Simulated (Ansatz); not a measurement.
input.yaml

```yaml
crystal:
  lattice:
    - [4.4373577559, 0.0, 0.0]
    - [-2.2186788779, 3.8428645423, 0.0]
    - [0.0, 0.0, 6.3869676651]
  atoms:
    - { symbol: Si, position: [0.1637580454, 0.8362419546, 0.8333333333] }
    - { symbol: Si, position: [0.3275160908, 0.1637580454, 0.1666666667] }
    - { symbol: Si, position: [0.8362419546, 0.6724839092, 0.5] }
    - { symbol: Si, position: [0.8362419546, 0.1637580454, 0.8333333333] }
    - { symbol: Si, position: [0.6724839092, 0.8362419546, 0.1666666667] }
    - { symbol: Si, position: [0.1637580454, 0.3275160908, 0.5] }
    - { symbol: Mo, position: [0.5, 0.0, 0.5] }
    - { symbol: Mo, position: [0.0, 0.5, 0.1666666667] }
    - { symbol: Mo, position: [0.5, 0.5, 0.8333333333] }
basis:
  ecutwfc: 500
kpoints:
  mp_grid: { grid: [12, 12, 6] }
hamiltonian:
  xc: r2scan
scf:
  occupations: { method: gaussian, width: 0.01 }
output:
  forces: true
  stress: true
  eigenvalues: true
relax:
  adjacent_minimum: "off"
  f_tol: 0.01
  max_steps: 30
  cell: { stress_tol: 0.1, fix: [volume] }
```

Command:
```bash
ansatz run input.yaml --threads 2 --pin off --max-ram 5120MiB --backend cpu --events-out ev --progress --plain --runs-dir out
```

These are results of DFT r2SCAN, scalar-relativistic, plane waves, PAW in Ansatz 0.2.0, not measurements.

From the run's log, abridged:

```
Pseudopotentials: kind: paw
Pseudopotential: Si, paw, valence charge 4, recommended cutoff 500 eV (meta_gga)
Pseudopotential: Mo, paw, valence charge 14, recommended cutoff 500 eV (meta_gga)
Functional definition: r2SCAN
Crystal: 9 atoms, lattice volume = 108.912 Å³
Basis set: ecut = 500 eV, 2753 PW (Γ), exchange–correlation on 144×144×192 points (64 copies of the dense FFT grid, shifted against one another)
Bands: 42, of which v1, the nominal top of the filled ones, is band 33 counted from 1 (32 counted from 0)
Symmetry: 12 space group operations
Space group: P6222 (ITA 180), of the structure as read, at distance tolerance 4.8e-5 Å
k-points: 76 of 864 (time reversal used)
Initial density: superposition of atomic densities (neutral atoms: chi_scale 0, normalization atom), corrected by the library's trained network
Initial wavefunctions: pseudopotential atomic-orbital guess
Functional: x = r2scan, c = r2scan; τ floored in thin density (d = 2e-4 eV/Å³)
SCF iter   1: F=—  HF=-18740.232649 eV  |F-HF|=—  |Δ(HF+E_count)|=         —  Δρ=1.02e-2  dr2=8.04e-2  dr2_τ=1.58e-1  ethr=1.77e-3  ⟨swp⟩=7.4  Hψ=14352  notcnv=0
SCF iter   2: F=—  HF=-18740.364529 eV  |F-HF|=—  |Δ(HF+E_count)|=   1.32e-1  Δρ=6.31e-3  dr2=2.32e-2  dr2_τ=1.61e-3  ethr=1.22e-4  ⟨swp⟩=2.1  Hψ=5868  notcnv=0  defer=226
SCF iter   3: F=—  HF=-18740.365580 eV  |F-HF|=—  |Δ(HF+E_count)|=   1.05e-3  Δρ=1.89e-3  dr2=3.99e-3  dr2_τ=9.01e-4  ethr=3.52e-5  ⟨swp⟩=3.0  Hψ=5714  notcnv=0  defer=226
SCF iter   4: F=—  HF=-18740.365186 eV  |F-HF|=—  |Δ(HF+E_count)|=   3.94e-4  Δρ=2.64e-4  dr2=3.70e-5  dr2_τ=6.27e-6  ethr=6.05e-6  ⟨swp⟩=2.1  Hψ=4668  notcnv=0  defer=226
SCF iter   5: F=—  HF=-18740.365197 eV  |F-HF|=—  |Δ(HF+E_count)|=   1.14e-5  Δρ=5.58e-5  dr2=2.80e-6  dr2_τ=1.27e-7  ethr=5.61e-8  ⟨swp⟩=2.0  Hψ=5202  notcnv=0  defer=226
SCF iter   6: F=—  HF=-18740.365198 eV  |F-HF|=—  |Δ(HF+E_count)|=   4.73e-7  Δρ=1.21e-5  dr2=1.87e-7  dr2_τ=7.80e-9  ethr=4.24e-9  ⟨swp⟩=2.7  Hψ=5363  notcnv=0  defer=226
SCF iter   7: F=-18740.365198 eV  HF=-18740.365198 eV  |F-HF|=4.93e-9  |Δ(HF+E_count)|=   6.42e-8  Δρ=2.08e-6  dr2=3.61e-9  dr2_τ=7.35e-11  ethr=1.52e-10  ⟨swp⟩=9.9  Hψ=12827  notcnv=0
SCF 1 converged in 7 iterations: F = -18740.365198 eV  dr2 = 3.61e-9
relax step   1: F+E_penalty+E_count = -18740.36519785 eV  Δ(F+E_penalty+E_count) = +0.000e0 eV  max|allowed force component| = 9.893e-3 eV/Å  Δτ_max = 0.0000 Å  P = +25.740 GPa  Ω = 108.912 Å³  fix = [volume]  reactions: volume +25.740 GPa (7 SCF iters, dr2 threshold 1.00e-7 eV, accepted)
Initial density: handed on by an earlier stage of this run
Initial wavefunctions: those handed on with the density
SCF iter   1: F=—  HF=-18740.365420 eV  |F-HF|=—  |Δ(HF+E_count)|=         —  Δρ=1.87e-4  dr2=4.17e-5  dr2_τ=8.85e-5  ethr=6.02e-8  ⟨swp⟩=3.1  Hψ=15140  notcnv=0
SCF iter   2: F=—  HF=-18740.365474 eV  |F-HF|=—  |Δ(HF+E_count)|=   5.37e-5  Δρ=1.04e-4  dr2=1.22e-5  dr2_τ=1.94e-7  ethr=6.02e-8  ⟨swp⟩=2.0  Hψ=5458  notcnv=0
SCF iter   3: F=-18740.365471 eV  HF=-18740.365471 eV  |F-HF|=4.98e-8  |Δ(HF+E_count)|=   3.44e-6  Δρ=1.75e-5  dr2=3.36e-7  dr2_τ=8.58e-8  ethr=8.72e-10  ⟨swp⟩=3.9  Hψ=13803  notcnv=0
SCF 2 converged in 3 iterations: F = -18740.365471 eV  dr2 = 3.36e-7
relax step   2: F+E_penalty+E_count = -18740.36547071 eV  Δ(F+E_penalty+E_count) = -2.729e-4 eV  max|allowed force component| = 6.683e-4 eV/Å  Δτ_max = 0.0003 Å  P = +25.722 GPa  Ω = 108.912 Å³  energy of the carried Pulay correction = -1.724e-7 eV  fix = [volume]  reactions: volume +25.722 GPa (3 SCF iters, dr2 threshold 5.76e-7 eV, accepted)
Initial wavefunctions: pseudopotential atomic-orbital guess (no wavefunctions were taken with the density)
SCF iter   1: F=—  HF=-18740.365469 eV  |F-HF|=—  |Δ(HF+E_count)|=         —  Δρ=1.78e-5  dr2=3.37e-7  dr2_τ=7.03e-8  ethr=2.42e-7  ⟨swp⟩=3.6  Hψ=23057  notcnv=0
SCF iter   2: F=—  HF=-18740.365467 eV  |F-HF|=—  |Δ(HF+E_count)|=   2.42e-6  Δρ=1.11e-5  dr2=1.25e-7  dr2_τ=3.79e-9  ethr=5.10e-10  ⟨swp⟩=2.0  Hψ=4947  notcnv=0
SCF iter   3: F=—  HF=-18740.365467 eV  |F-HF|=—  |Δ(HF+E_count)|=   1.66e-8  Δρ=2.12e-6  dr2=7.51e-9  dr2_τ=3.09e-9  ethr=1.90e-10  ⟨swp⟩=2.8  Hψ=5481  notcnv=0
SCF iter   4: F=-18740.365467 eV  HF=-18740.365467 eV  |F-HF|=1.35e-10  |Δ(HF+E_count)|=  8.59e-10  Δρ=4.98e-7  dr2=1.79e-10  dr2_τ=6.32e-12  ethr=1.00e-12  ⟨swp⟩=3.2  Hψ=13150  notcnv=0
SCF 3 converged in 4 iterations: F = -18740.365467 eV  dr2 = 1.79e-10
SCF converged after 4 iterations
Free energy (F): -18740.365467 eV
Harris-Foulkes:  -18740.365467 eV  (|F-HF|=1.35e-10)
Internal energy: -18740.365467 eV  (E = F + TS)
E sigma→0 (E₀):  -18740.365467 eV
Fermi energy:    18.608952 eV
--- Per-component energies (eV) ---
  E_band       = -62.992220
  E_kinetic    = 1623.809731
  E_local      = -3214.067402  (includes V_loc(G=0)·N_el)
  E_nonlocal   = 576.662342
  E_hartree    = 1222.032028
  E_xc         = -869.531373
  E_vxc        = -1106.265397  (∫ρ·V_xc dr)
  E_paw        = -12771.846181  (= ΣΔE_a)
  E_vpaw       = -452.861115  (= ΣTr[D̂ρ^β])
  E_aug_tail   = 0.000028  (compensation charges beyond the density's cutoff)
  E_vtau       = 65.665569  (kinetic-family band-sum trace: ∫τ·v_τ [+ j·A + Jᵃ·Aᵃ] dr)
  E_ewald      = -5306.302431
  E_core_change = -1.122209  (= ΣΔE_core)
  E_smearing   =  0.000000  (= −TS)
--- Forces (eV/Å), atoms counted from 1 ---
  atom   1  Si    -0.00053938     0.00031141     0.00000000
  atom   2  Si    -0.00053938    -0.00031141     0.00000000
  atom   3  Si     0.00000000     0.00062282     0.00000000
  atom   4  Si     0.00053938    -0.00031141     0.00000000
  atom   5  Si     0.00053938     0.00031141     0.00000000
  atom   6  Si     0.00000000    -0.00062282     0.00000000
  atom   7  Mo     0.00000000     0.00000000     0.00000000
  atom   8  Mo     0.00000000     0.00000000     0.00000000
  atom   9  Mo     0.00000000     0.00000000     0.00000000
--- Stress (GPa, compression-positive) ---
       25.685359       0.000000       0.000000
        0.000000      25.685359       0.000000
        0.000000       0.000000      25.796112
  P = ⅓ Tr σ = 25.7223 GPa (257.223 kbar)
--- Band table (eV; the first three rows and the last of 76) ---
  k-point 0: bands = ["-44.4424", "-44.3899", "-44.3899", "-18.0672", "-18.0623", "-18.0623", "-18.0305", "-18.0305", "-17.8954", "-17.8288", "-17.8288", "-17.7982", "2.9053", "6.3623", "6.3623", "10.0653", "10.9311", "10.9311", "12.1895", "12.1895", "12.8023", "12.8023", "12.8197", "13.2253", "14.2759", "14.2759", "14.8505", "14.8505", "15.1624", "15.1624", "15.5333", "16.2612", "17.5071", "21.0920", "21.4393", "21.4393", "21.4570", "21.5375", "21.5375", "22.0759", "22.3018", "22.3018"]
  k-point 1: bands = ["-44.4403", "-44.4012", "-44.3807", "-18.1039", "-18.0610", "-18.0418", "-18.0192", "-18.0093", "-17.8977", "-17.8635", "-17.8099", "-17.7979", "3.0230", "5.4772", "7.2330", "10.1584", "10.7603", "11.2509", "11.8848", "11.9677", "12.5673", "12.6781", "12.8613", "12.9428", "14.5959", "14.6240", "14.6486", "15.0244", "15.2238", "15.2908", "15.6680", "16.3179", "17.7817", "20.8378", "21.2522", "21.4442", "21.4768", "21.4899", "21.7589", "21.8882", "21.9063", "22.3781"]
  k-point 2: bands = ["-44.4341", "-44.4133", "-44.3747", "-18.1303", "-18.0498", "-18.0444", "-18.0148", "-17.9502", "-17.9028", "-17.8923", "-17.8430", "-17.7770", "3.3689", "4.6413", "8.0309", "10.4194", "10.5939", "10.8065", "11.6911", "12.0829", "12.2916", "12.3655", "12.9212", "12.9686", "14.3524", "14.4827", "14.6049", "14.8238", "15.6184", "16.1022", "16.2692", "16.4178", "18.1194", "20.7656", "21.2290", "21.4285", "21.4757", "21.5252", "21.5335", "21.8648", "21.8698", "21.8791"]
  k-point 75: bands = ["-44.4236", "-44.3984", "-44.3984", "-18.1391", "-18.1156", "-18.1156", "-17.9807", "-17.9807", "-17.9364", "-17.8240", "-17.8240", "-17.7632", "6.3250", "6.3250", "6.6899", "7.8546", "7.8546", "9.3318", "11.5291", "11.8471", "11.8471", "13.0399", "14.1384", "14.1384", "14.7893", "14.7893", "14.8820", "14.9289", "16.3822", "16.3822", "16.7878", "16.7878", "17.8641", "19.4298", "19.9412", "19.9412", "20.5278", "20.5278", "20.9311", "21.3653", "21.3653", "22.4307"]
--- Relaxed structure (2 steps of the walk, 2 accepted, 1 SCFs on fresh bases) ---
  F+E_penalty+E_count = -18740.36546703 eV   max|allowed force component| = 6.228e-4 eV/Å   (the final SCF, on the basis selected at the relaxed cell)
  cell:  # Å, volume = 108.9116 Å³
    - [4.43528087, 0.0, 0.0]
    - [-2.21764043, 3.84106590, 0.0]
    - [0.0, 0.0, 6.39295064]
  atoms:
    - { symbol: Si, position: [0.16372135, 0.83627864, 0.83333333] }
    - { symbol: Si, position: [0.32744271, 0.16372135, 0.16666666] }
    - { symbol: Si, position: [0.83627864, 0.67255728, 0.49999999] }
    - { symbol: Si, position: [0.83627864, 0.16372135, 0.83333333] }
    - { symbol: Si, position: [0.67255728, 0.83627864, 0.16666666] }
    - { symbol: Si, position: [0.16372135, 0.32744271, 0.49999999] }
    - { symbol: Mo, position: [0.50000000, 0.0, 0.49999999] }
    - { symbol: Mo, position: [0.0, 0.49999999, 0.16666666] }
    - { symbol: Mo, position: [0.50000000, 0.49999999, 0.83333333] }
```

The relaxation met its thresholds.

Time: 110 s on 2 threads of Arm Neoverse V1, on a shared host, peak memory 0.79 GiB.